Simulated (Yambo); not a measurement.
```
NaI
1.0
    0.00000     3.17793     3.17793
    3.17793     0.00000     3.17793
    3.17793     3.17793     0.00000
Na I
1 1
Direct
  0.00000   0.00000   0.00000
  0.50000   0.50000   0.50000
```

NaI (rock salt, space group Fm-3m, No. 225) under isotropic strain of -0.7 % on all lattice vectors: mean Im ε in 1 eV windows above the direct gap of 5.75 eV, for different electron-hole kernels (Yambo, broadening 0.15 eV, PBEsol (pw.x of Quantum ESPRESSO, ONCV potentials, no spin-orbit coupling) bands; 8×8×8 mesh, 3 valence and 6 conduction bands, static screening with 31 bands and a 4 Ry block, scissor 2.10 eV, Tamm-Dancoff; field along x).

```tsv
window (eV)	independent quasiparticles	BSE
5.7 to 6.7	0.8	6.5
6.7 to 7.7	2.9	5.0
7.7 to 8.7	7.3	4.8
8.7 to 9.7	6.3	3.9
9.7 to 10.7	5.5	2.7
10.7 to 11.7	3.4	1.8
```

This run doesn't resolve bound excitons or single peaks, so only averages are given, and they too depend on the mesh; weight that the attraction moves below the gap isn't listed. All transitions below 12.36 eV are in the band window. The scissor comes from a G0W0 run whose convergence isn't established.

Without spin-orbit coupling, band edges of such heavy elements can be off by tenths of an eV.

Geometry strained from the cell relaxed with PBEsol, atoms relaxed again.
